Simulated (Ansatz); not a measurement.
Ansatz 0.2.0, settings compared: SrGe₂H₂

input.yaml:

```yaml
crystal:
  lattice:
    - [2.202524, 3.814881, 0.0]
    - [-2.202524, 3.814881, 0.0]
    - [0.0, 0.0, 4.711673]
  atoms:
    - { symbol: Ge, position: [0.3333, 0.3334, 0.4656] }
    - { symbol: Ge, position: [0.6667, 0.6666, 0.5344] }
    - { symbol: H, position: [0.3333, 0.3334, 0.1067] }
    - { symbol: H, position: [0.6667, 0.6666, 0.8933] }
    - { symbol: Sr, position: [0.0, 0.0, 0.0] }
  symmetry: { tolerance: 0.0003 }
kpoints:
  mp_grid: { grid: [5, 5, 4], shift: [0, 0, 0] }
magnetization:
  spin_polarized: false
scf:
  occupations: { method: fermi_dirac }
hamiltonian:
  pseudopotentials: { kind: paw }
  xc: r2scan
basis:
  ecutwfc: 500
output:
  forces: true
  stress: true
  eigenvalues: true
```

Launch command:

```bash
ansatz run input.yaml --threads 1 --pin off --max-ram 2560MiB --backend cpu --events-out ev --progress --plain --runs-dir out
```

Origin of the cell: a known structure type with other elements, at an estimated volume, so it need not be a known compound.

The smearing width isn't typed, so it takes its default of 0.1 eV.

Output of this run (shortened):

```
Warning: the atoms were moved onto the symmetric positions of the space group found under crystal.symmetry.tolerance 3.0e-4 (fractional; no operation is sought that the atoms, as they stand i […]
Pseudopotentials: kind: paw
Pseudopotential: Ge, paw, valence charge 14, recommended cutoff 500 eV (meta_gga), Ge.paw.azcp
Pseudopotential: H, paw, valence charge 1, recommended cutoff 500 eV (meta_gga), H.paw.azcp
Pseudopotential: Sr, paw, valence charge 10, recommended cutoff 500 eV (meta_gga), Sr.paw.azcp
Functional definition: r2SCAN
  exchange = r2scan_x(k0 = k0, k1 = k1, a1 = a1)
  correlation = r2scan_c
Crystal: 5 atoms, lattice volume = 79.178 Å³
Basis set: ecut = 500 eV, 1973 PW (Γ), exchange–correlation on 144×144×144 points (64 copies of the dense FFT grid, shifted against one another)
Bands: 25, of which v1, the nominal top of the filled ones, is band 20 counted from 1 (19 counted from 0)
[… 11 lines left out …]
Initial density: superposition of atomic densities (neutral atoms: chi_scale 0, normalization atom), corrected by the library's trained network
Functional: x = r2scan, c = r2scan; τ floored in thin density (d = 2e-4 eV/Å³)
SCF iter   1: F=—  HF=-12193.469496 eV  Δρ=8.51e-3  dr2=4.22e-2  dr2_τ=1.23e-2
SCF iter   2: F=—  HF=-12193.529432 eV  Δρ=4.57e-3  dr2=1.90e-2  dr2_τ=1.48e-4
SCF iter   3: F=—  HF=-12193.529598 eV  Δρ=2.24e-3  dr2=6.35e-3  dr2_τ=8.08e-5
SCF iter   4: F=—  HF=-12193.529549 eV  Δρ=8.53e-4  dr2=8.12e-4  dr2_τ=8.99e-6
SCF iter   5: F=—  HF=-12193.529688 eV  Δρ=2.14e-4  dr2=9.63e-5  dr2_τ=2.69e-6
SCF iter   6: F=—  HF=-12193.529705 eV  Δρ=8.11e-5  dr2=8.20e-6  dr2_τ=1.32e-7
SCF iter   7: F=—  HF=-12193.529708 eV  Δρ=2.49e-5  dr2=8.58e-7  dr2_τ=2.74e-8
SCF iter   8: F=-12193.529708 eV  HF=-12193.529708 eV  Δρ=6.21e-6  dr2=4.67e-8  dr2_τ=1.83e-9
SCF 1 converged in 8 iterations: F = -12193.529708 eV  dr2 = 4.67e-8
SCF converged after 8 iterations
Free energy (F): -12193.529708 eV
Harris-Foulkes:  -12193.529708 eV  (|F-HF|=1.09e-8)
Internal energy: -12193.457723 eV  (E = F + TS)
E sigma→0 (E₀):  -12193.493715 eV
Entropy (-TS):   -0.071985 eV (-14.397 meV/atom)
Fermi energy:    10.190713 eV
--- Per-component energies (eV) ---
  E_band       = -386.335427
  E_kinetic    = 496.914602
  E_local      = -5702.265647  (includes V_loc(G=0)·N_el)
  E_nonlocal   = 1041.102375
  E_hartree    = 2394.560822
  E_xc         = -321.565027
  E_vxc        = -341.210817  (∫ρ·V_xc dr)
  E_paw        = -6781.768526  (= ΣΔE_a)
  E_vpaw       = -688.386939  (= ΣTr[D̂ρ^β])
  E_aug_tail   = -0.000771  (compensation charges beyond the density's cutoff)
  E_vtau       = 18.391249  (kinetic-family band-sum trace: ∫τ·v_τ [+ j·A + Jᵃ·Aᵃ] dr)
  E_ewald      = -3318.117983
  E_core_change = -2.317568  (= ΣΔE_core)
  E_smearing   = -0.071985  (= −TS)
  Σ components = -12193.529708   (vs F -12193.529708, Δ=0.00e0)
--- Forces (eV/Å), atoms counted from 1 ---
  atom   1  Ge    -0.000000    -0.000000     1.270547
  atom   2  Ge     0.000000     0.000000    -1.270547
  atom   3  H     -0.000000    -0.000000    -0.138665
  atom   4  H      0.000000     0.000000     0.138665
  atom   5  Sr    -0.000000     0.000000     0.000000
  max |Σ_I F_I| component: 2.22e-16 eV/Å
--- Stress (GPa, compression-positive) ---
        4.973682      -0.000000       0.000000
       -0.000000       4.973682      -0.000000
        0.000000      -0.000000      -0.487639
  P = ⅓ Tr σ = 3.1532 GPa (31.532 kbar)
```

The same input was run again with these changes:

1. `hamiltonian.xc` r2scan → rpbe; `accuracy` default → high
2. `scf.eigensolver.kind` default → davidson; `basis.ecutwfc` 500 → "14.7 Ry"; `scf.occupations.method` fermi_dirac → cold; `scf.occupations.width` default → 0.05
3. `kpoints.mp_grid.grid` [5, 5, 4] → [2, 2, 1]; `scf.eigensolver.kind` default → davidson; `basis.precision` default → f64; `basis.xc_grid` default → 1
4. `basis.ecutwfc` 500 → "36.7 Ry"; `hamiltonian.dispersion` default → d3bjatm

```tsv
run	end	SCF iterations	P (GPa)	max force component (eV/Å)	moment (μB)	ΔE(σ→0) (meV/atom)
base	converged	8	3.15	1.271	–	0
1	converged	10	6.54	1.260	–	–
2	converged	8	3.96	1.295	–	3690.25
3	converged	8	-0.46	1.519	–	145.34
4	converged	8	2.29	1.270	–	–
```

Energies are compared only where functional, datasets, charge and starting cell are the same.

Not properties of the system: run 2 (too coarse or loose: `basis.ecutwfc` = "14.7 Ry"), run 3 (too coarse or loose: `kpoints.mp_grid.grid` = [2, 2, 1]).

Caveats of the base run: the k mesh is coarse if the cell is a metal.

Run 1: forces of this functional can be a tenth off on datasets made under PBE.
Run 2: the cutoff lies below the datasets' advice.
Run 4: the cutoff lies below the datasets' advice.

The base run ran for 6.5 s of wall time on 1 CPU thread(s) of a shared host, from the program's own first density.
